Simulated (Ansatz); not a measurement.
A geometry of Os away from equilibrium: step 3 of the relaxation of a relaxed Os cell with every coordinate shifted by Gaussian noise of σ = 0.45 Å. Method: r2SCAN (plane waves to 500 eV, PAW, scalar-relativistic; Ansatz, an electronic-structure program). Γ-centred k-mesh 14×14×8 on the run's cell (coarser than for final values), Fermi–Dirac smearing 0.05 eV.

```xyz
2
Lattice="2.7445 0.0083 -0.0287 -1.3650 2.3609 -0.0062 -0.0452 -0.0373 4.2863" Properties=species:S:1:pos:R:3:forces:R:3 pbc="T T T" free_energy=-22795.017 pressure_GPa=7.2
Os     0.2250     1.6173     3.1755    1.7841    0.9868    0.6926
Os     1.8055     0.9573     1.0422   -1.7841   -0.9868   -0.6926
```

Positions in Å, forces in eV/Å, free energy of the cell in eV (comparable only within this code, potentials and settings). Largest force: 2.15 eV/Å, on Os1, Os2 (atoms numbered as listed); the geometry lies 0.12 eV/atom above the end of its relaxation.

No spin polarisation in the result.

The run could not lose the symmetry of its start.
